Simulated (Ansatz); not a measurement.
**Data sheet: NbP (DFT)**

NbP:
```
NbP
1.0
   -1.67351     1.67351     5.71374
    1.67351    -1.67351     5.71374
    1.67351     1.67351    -5.71374
Nb P
2 2
Direct
  0.00004   0.00004   0.00000
  0.75004   0.25004   0.50000
  0.58259   0.58259   0.00000
  0.33259   0.83259   0.50000
```

Space group I4_1md (No. 109); conventional cell a = 3.3470 Å, b = 3.3470 Å, c = 11.4275 Å, α = 90.00°, β = 90.00°, γ = 90.00°.

Method: DFT-PBE in the program Ansatz with PAW potentials. Geometry: relaxed at this level of theory. Other levels are named where they apply.

### Cell and energy

Volume per atom: 16.00 Å³
Density: 6.43 g/cm³
Formation energy from the elements (no fitted shifts): -1.04 eV/atom

### Electronic structure

Electronic character: no gap, with almost no states at the Fermi level (zero-gap or semimetallic)
Density of states at the Fermi level: 0.03 states/eV per atom (mean over ±0.08 eV)

### Mechanics

* **Bulk modulus (Birch–Murnaghan fit)**: 186 GPa
* **Pressure derivative B′**: 4.2

The PBE relaxation kept the symmetry of its start. No spin polarisation was allowed. A small band overlap can be real or an error of a semilocal functional. The references are the lowest solids computed at this level, not always the standard phases. Scalar-relativistic: spin–orbit coupling is off unless named, which matters more the heavier the elements.

Potentials: the earlier of the program's two PAW sets.
